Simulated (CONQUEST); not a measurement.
A self-consistent single point of a model cell of In (I4_1/amd, 4 atoms in the cell; prototype structure) with CONQUEST.

Level of theory: PBE, numerical atomic orbitals double-zeta with polarisation (the shipped basis), PseudoDojo norm-conserving potentials made for PBE run with CONQUEST 1.3.

```
CELL_PARAMETERS angstrom
      5.86438     0.00000     0.00000
      0.00000     5.86438     0.00000
      0.00000     0.00000     3.19968
ATOMIC_POSITIONS crystal
  In 0.00000 0.50000 0.25000
  In 0.00000 0.00000 0.00000
  In 0.50000 0.00000 0.75000
  In 0.50000 0.50000 0.50000
```

Reference input (self-consistent single point, DFT, PBE, numerical atomic orbitals double-zeta with polarisation (the shipped basis), PseudoDojo norm-conserving potentials made for PBE): basis = DZP; Diag.MPMeshX, Y, Z = 3 3 6; potentials = PseudoDojo norm-conserving PBE; Grid.GridCutoff = 140 Ha; DM.SolutionMethod = diagon; Diag.kT = 0.003675 Ha; Diag.GammaCentred = true; minE.SCTolerance = 1.0e-06; SC.MaxIters = 100; SC.LinearMixingFactor = 0.3; SC.KerkerPreCondition = true; SC.KerkerFactor = 0.3 1/bohr. This run's input differs from it in these lines:

```diff
@@ -21,3 +21,3 @@
 Diag.GammaCentred              T
-Diag.kT                        0.003675
+Diag.kT                        0.018375
```

Output, abridged:

```
    PulayMixSC: Starting Pulay mixing, A_up =  0.300 A_dn =  0.300
    PulayMixSC: Spin non-polarised calculation.
    PulayMixSC: with Kerker preconditioning, q0 =  0.300
          Harris-Foulkes Energy            :      -265.735697995231305 Ha
          Free Energy (E-TS)               :      -265.800222853271293 Ha
    PulayMixSC: Pulay iteration     1 residual:              0.14136E-02
          Harris-Foulkes Energy            :      -265.730850276475849 Ha
          Free Energy (E-TS)               :      -265.795414106272062 Ha
    PulayMixSC: Pulay iteration     2 residual:              0.11204E-02
   [... lines left out ...]
          Free Energy (E-TS)               :      -265.785695430105648 Ha
    PulayMixSC: Pulay iteration     9 residual:              0.15566E-05
          Harris-Foulkes Energy            :      -265.720934658229112 Ha
          Free Energy (E-TS)               :      -265.785695461728324 Ha
    PulayMixSC: Pulay iteration    10 residual:              0.12631E-05
          Harris-Foulkes Energy            :      -265.720934685443297 Ha
          Free Energy (E-TS)               :      -265.785695384924225 Ha
    PulayMixSC: Pulay iteration    11 residual:              0.62264E-06
    PulayMixSC: Reached SCF tolerance of  0.62264E-06 after     11 iterations
      | Number of electrons      =        52.000099
      | GS Energy as E-(1/2)TS   =      -265.753315035183789 Ha
      | Free Energy as E-TS      =      -265.785695384924225 Ha
      |* Harris-Foulkes energy   =      -265.720934685443297 Ha
      |* DFT total energy        =      -265.720934684668919 Ha

    force: Forces on atoms (Ha/a0)
    force:  Atom   X              Y              Z
    force:     1  -0.0000000000  -0.0000000000   0.0000000000
   [... zero for the other atoms too ...]

    force: Maximum force :        0.00000000(Ha/a0) on atom         3 in z direction
    force: Force Residual:        0.00000000 Ha/a0
    force: Total stress:         -3.51912075     0.00000000     0.00000000 GPa
                             0.00000000    -3.51912075    -0.00000000
                             0.00000000    -0.00000000    -3.16704975
    force: Average pressure:      3.40176375 GPa

    get_E_and_F: Change in energy during last step of electronic optimisation: -0.27214E-07
```

The run converged in 11 iterations. CONQUEST prints the stress tensor with tension positive. Against the reference run the free energy goes down by 228 meV/atom and the pressure goes from 2.69 to 3.40 GPa.

Lattice and positions were typed or generated, without prior relaxation. The program uses no crystal symmetry, so grid and mesh can part values that symmetry would make equal. The atom-centred basis is finite, which shifts total energies and pressures against plane waves. This run is one point of a test of settings, so its values need not be converged; read them against the reference run alone. No clean gap shows at this smearing width and mesh (spacing up to 0.36 Å⁻¹); the mesh is coarse for partly filled bands, so the values carry mesh errors.

Cost on one core: very roughly 50 core-seconds.
